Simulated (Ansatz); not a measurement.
**Is this Ta4O structure stable?**

The structure comes from a generated guess, relaxed at this level; another structure or a mixture of phases may lie lower.

Method: DFT PBE, scalar-relativistic, plane waves, PAW (Ansatz). The final run on the 5-atom cell used 420 eV, a Γ-centred 8×8×14 mesh, 0.10 eV smearing and no spin polarisation.

```cif
data_structure
_symmetry_space_group_name_H-M 'C2/m'
_symmetry_Int_Tables_number 12
_cell_length_a 5.9110
_cell_length_b 9.3529
_cell_length_c 2.9138
_cell_angle_alpha 90.000
_cell_angle_beta 102.502
_cell_angle_gamma 90.000
_cell_volume 157.27
loop_
_atom_site_label
_atom_site_type_symbol
_atom_site_symmetry_multiplicity
_atom_site_Wyckoff_symbol
_atom_site_fract_x
_atom_site_fract_y
_atom_site_fract_z
_atom_site_occupancy
Ta1 Ta 4 g 0.50000 0.24566 0.00000 1
Ta2 Ta 4 i 0.78026 0.00000 0.60067 1
O1 O 2 b 0.50000 0.00000 0.00000 1
```

The zero of energy is the elements' standard structures at the same level (O₂ as a molecule); no fitted shifts are applied.

Task: These tests were run: energy against the elements; phonons at Γ. What do they show?

Result:

```
                       test                       result
energy against the elements                −0.70 eV/atom
               phonons at Γ  lowest optical mode 89 cm⁻¹
```

It fails none of these tests. Whether a mixture of other phases lies lower isn't tested here. Phonons away from Γ weren't computed.

Spin–orbit coupling, which can matter for Ta, is left out. The run for the phonons used an 8×8×16 k mesh and Fermi–Dirac smearing of 0.15 eV.
